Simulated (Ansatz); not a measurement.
BaZrO$_{3}$:
```yaml
crystal:
  lattice:
    - [4.18063, 0.00000, 0.00000]
    - [0.00000, 4.18063, 0.00000]
    - [0.00000, 0.00000, 4.18063]
  atoms:
    - { symbol: O, position: [0.00000, 0.50000, 0.50000] }
    - { symbol: O, position: [0.50000, 0.00000, 0.50000] }
    - { symbol: O, position: [0.50000, 0.50000, 0.00000] }
    - { symbol: Ba, position: [0.00000, 0.00000, 0.00000] }
    - { symbol: Zr, position: [0.50000, 0.50000, 0.50000] }
```

This is the PBEsol-relaxed structure.

Task: All from DFT-PBEsol in the program Ansatz with PAW potentials, unless another level is named. Predict the Young's modulus.

Result: 245 GPa.

Task: And the elastic constants (relaxed ions, GPa)?

Result: C11 = 323, C12 = 82.6, C44 = 85.3.

Space group Pm-3m (cubic perovskite). The PBEsol relaxation kept the symmetry of its start. The run is not spin-polarised. Spin–orbit coupling is left out wherever it is not named.

Potentials: the later of the program's two PAW sets.
